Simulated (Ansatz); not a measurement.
**Question.** Bulk modulus by a P(V) fit from LDA minus that from r²SCAN (% of the latter), each on its own relaxed cell (Ansatz, a first-principles code, plane waves, PAW; no spin–orbit coupling, no Hubbard U), over 14 phases of the class «phosphides, arsenides and antimonides»: what sign and size do you expect?

**Answer.** Mean 6 %, median 5 %, mean absolute 6 %; eight in ten lie between 4 and 10 %, and 100 % are above zero.

Some cases that may be named, with their rank among the 14 from the lowest: InGaP2, R3m (In on 3a, Ga on 3a, P on 3a, P on 3a) 4 % (rank 1); BP, wurtzite 4 % (rank 2); BAs, wurtzite 5 % (rank 6); InAs, zinc blende 5 % (rank 8); LaSb, rock salt 11 % (rank 13); GaSb, I-4m2 (Ga on 2d, Sb on 2a) 13 % (rank 14).

The phases are those computed here (of each formula those with measured values and the lowest at some level), not a balanced benchmark, and neither functional is the truth. Pairs that end in unlike spin orders or unlike minima (c/a over 6 % apart, 30 % for weakly bound crystals), magnets with 4f shells, solids of gases and phases set aside for tests are left out.

Not the usual ambient phase: BP, wurtzite; BAs, wurtzite; GaSb, I-4m2 (Ga on 2d, Sb on 2a). Standing as an ambient phase not checked: InGaP2, R3m (In on 3a, Ga on 3a, P on 3a, P on 3a); LaSb, rock salt. Perhaps ordered models of mixed-site phases: InGaP2, R3m (In on 3a, Ga on 3a, P on 3a, P on 3a). All cells were relaxed under the symmetry of their starts (and spin orders); stability against distortions was not tested throughout. Spin–orbit coupling is left out wherever it is not named.

Potentials: the later of the program's two PAW sets.

Ansatz is a plane-wave DFT program.
